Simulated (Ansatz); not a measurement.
AlNi$_{3}$:
Space group Fm-3m (No. 225); a = b = c = 5.6038 Å, α = β = γ = 90.00°

```json
[
 {"atom": "Al", "site": "4b", "symmetry": "m-3m", "x": "0.5000", "y": "0.5000", "z": "0.5000"},
 {"atom": "Ni", "site": "8c", "symmetry": "-43m", "x": "0.2500", "y": "0.2500", "z": "0.2500"},
 {"atom": "Ni", "site": "4a", "symmetry": "m-3m", "x": "0.0000", "y": "0.0000", "z": "0.0000"}
]
```
(The calculation used a cell of 4 atoms; values per cell refer to that cell.)

Relaxed with r²SCAN.

Q: Tabulate the valence density and the electron localisation function along the shortest Al–Ni contact (2.43 Å), r²SCAN in the plane-wave PAW code Ansatz.

A: 

```csv
distance from Al (Å),density (e/Å³),ELF
0.24,0.06,0.06
0.36,0.07,0.01
0.49,0.09,0.01
0.61,0.14,0.08
0.73,0.19,0.24
0.85,0.23,0.41
0.97,0.26,0.48
1.09,0.29,0.47
1.21,0.32,0.38
1.33,0.38,0.28
1.46,0.49,0.22
1.58,0.81,0.22
1.70,1.67,0.25
1.82,3.80,0.30
1.94,8.78,0.38
2.06,19.11,0.48
2.18,35.56,0.59
```

The density is the valence pseudo-density with augmentation charge, so density and ELF within about 1 Å of a nucleus are not all-electron values.

The workflow started from a Materials Project entry (that database holds measured and hypothetical structures alike); the Crystallography Open Database copy checked does not list it. With Al and Ni taken as one species the cell has the higher symmetry Im-3m, so it may be an ordered model of a mixed-site phase. It is not the phase usual at ambient conditions (space group No. 221). The cell was relaxed with r²SCAN under the symmetry of its start. At this level the phase is mechanically unstable. No spin polarisation was allowed.

Potentials: the later of the program's two PAW sets.
